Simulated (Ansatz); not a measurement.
Method: Ansatz 0.2.0, DFT PBE, scalar-relativistic, plane waves, PAW. All cells share a 420 eV cutoff and Γ-centred k meshes spaced at most about 0.3 Å⁻¹ (about 0.25 or finer for metals, 2π included). No spin polarisation in the final relaxations.

These are static total energies at zero pressure. All come from trial cells, and lower structures may exist.

Task: These unrelaxed guesses for Sc4SiN are each relaxed within their symmetry. Order them by the energy at which they end, lowest first.
A.

Space group F-43m (No. 216). a = 7.422 Å, b = 7.422 Å, c = 7.422 Å, α = 90.00°, β = 90.00°, γ = 90.00°
| atom | site | symmetry | x | y | z |
| --- | --- | --- | --- | --- | --- |
| Sc | 16e | .3m | 0.1270 | 0.1270 | 0.8730 |
| Si | 4b | -43m | 0.5000 | 0.0000 | 0.0000 |
| N | 4a | -43m | 0.0000 | 0.0000 | 0.0000 |

B.

Space group Cmmm (No. 65). a = 5.175 Å, b = 8.814 Å, c = 4.230 Å, α = 90.00°, β = 90.00°, γ = 90.00°
```csv
atom,site,symmetry,x,y,z
Sc,4i,m2m,0.5000,0.8093,0.0000
Sc,4f,..2/m,0.2500,0.7500,0.5000
Si,2c,mmm,0.5000,0.0000,0.5000
N,2a,mmm,0.0000,0.0000,0.0000
```

C.

Space group P4/mmm (No. 123). a = 3.091 Å, b = 3.091 Å, c = 10.811 Å, α = 90.00°, β = 90.00°, γ = 90.00°
```tsv
atom	site	symmetry	x	y	z
Sc	2h	4mm	0.5000	0.5000	0.1703
Sc	2g	4mm	0.0000	0.0000	0.6526
Si	1d	4/mmm	0.5000	0.5000	0.5000
N	1a	4/mmm	0.0000	0.0000	0.0000
```

Result: C (ends in P4/mmm, 0 meV/atom), B (ends in Cmmm, 0.49 eV/atom), A (ends in F-43m, 0.72 eV/atom).

Cells relaxed within their symmetry can be saddle points. Some types were kept out of the candidates beforehand, so the set may lack a known form.
